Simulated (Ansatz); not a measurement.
TePb:
```
TePb
1.0
    5.66928     0.00000     0.00000
    0.00000     5.66928     0.00000
    0.00000     0.00000     4.32512
Pb Te
2 2
Cartesian
  2.83464   0.00000   1.52326
  0.00000   2.83464   2.80186
  0.00000   0.00000   0.00000
  2.83464   2.83464   0.00000
```

Relaxed with PBE. Special points in fractions of this cell's reciprocal vectors: Γ (0.000, 0.000, 0.000); X (0.000, 0.500, 0.000); M (0.500, 0.500, 0.000); Z (0.000, 0.000, 0.500); R (0.000, 0.500, 0.500); A (0.500, 0.500, 0.500).

Problem. List the band energies nearest the Fermi level at these points for plane-wave PAW PBE (Ansatz code).

Solution. In eV from the Fermi level; about four levels below and three above (degenerate sets whole), none deeper than 8.9 eV; points with the same levels are listed once.

```json
[
 {"k": "Γ", "below": "-1.41 -1.41 -1.25 -0.07", "above": "1.52 3.31 3.86 3.86"},
 {"k": "X", "below": "-1.20 -1.20 -0.63 -0.63", "above": "1.45 1.45 3.47 3.47"},
 {"k": "M", "below": "-0.99 -0.99 -0.01 -0.01", "above": "0.57 0.57 2.22 2.22"},
 {"k": "Z", "below": "-1.89 -1.69 -1.20 -1.20", "above": "0.38 0.53 0.55 0.55"},
 {"k": "R", "below": "-2.17 -2.17 -1.78 -1.78", "above": "1.27 1.27 2.32 2.32"},
 {"k": "A", "below": "-3.72 -3.72 -3.61 -3.61", "above": "0.20 0.20 3.19 3.19"}
]
```

Space group P4/nmm. The cell is a constructed one: a structure type filled with these elements; neither database checked (COD, Materials Project) lists it. It is not the phase usual at ambient conditions (space group No. 225). The cell was relaxed with PBE under the symmetry of its start; its stability against distortions is not shown here. A crystal of weakly bound layers computed without a dispersion correction: the cell and the soft elastic constants depend strongly on that. Spin–orbit coupling is left out wherever it is not named.

Potentials: the later of the program's two PAW sets.
